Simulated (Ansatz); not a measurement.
Polymorphs of V, each relaxed with the program Ansatz at the r²SCAN level (PAW):

A: simple rhombohedral (R-3m)
a = b = 4.3617 Å, c = 2.4152 Å, α = β = 90.00°, γ = 120.00°

| atom | site | symmetry | x | y | z |
|---|---|---|---|---|---|
| V | 3a | -3m | 0.0000 | 0.0000 | 0.0000 |

B: diamond (Fd-3m)
a = 5.682 Å, b = 5.682 Å, c = 5.682 Å, α = 90.00°, β = 90.00°, γ = 90.00°

```csv
atom,site,symmetry,x,y,z
V,8b,-43m,0.5000,0.5000,0.5000
```

C: simple cubic (Pm-3m)
a = 2.450 Å, b = 2.450 Å, c = 2.450 Å, α = 90.00°, β = 90.00°, γ = 90.00°

```
atom  site  symmetry       x       y       z
----  ----  --------  ------  ------  ------
V       1a      m-3m  0.0000  0.0000  0.0000
```

Question: Put the candidates in order of energy per atom at 0 K, lowest first, for r²SCAN.

Answer: A (+0 meV/atom), C (+863 meV/atom), B (+2166 meV/atom)

Spin orders computed, not proven ground states: B ferromagnetic; C antiferromagnetic. Constructed cells (a structure type filled with these elements, in neither database checked): C. Typed or built starts, not in the databases checked: A; B. Not the usual ambient phase: A; B; C. Began spin-polarised and lost the moments: A. Unstable at this level: C. All cells were relaxed under the symmetry of their starts (and spin orders); stability against distortions was not tested throughout.

Energies hold the estimated change up to a 700 eV cutoff; steps of a few meV lie near the error of the meshes.

Potentials: the later of the program's two PAW sets.
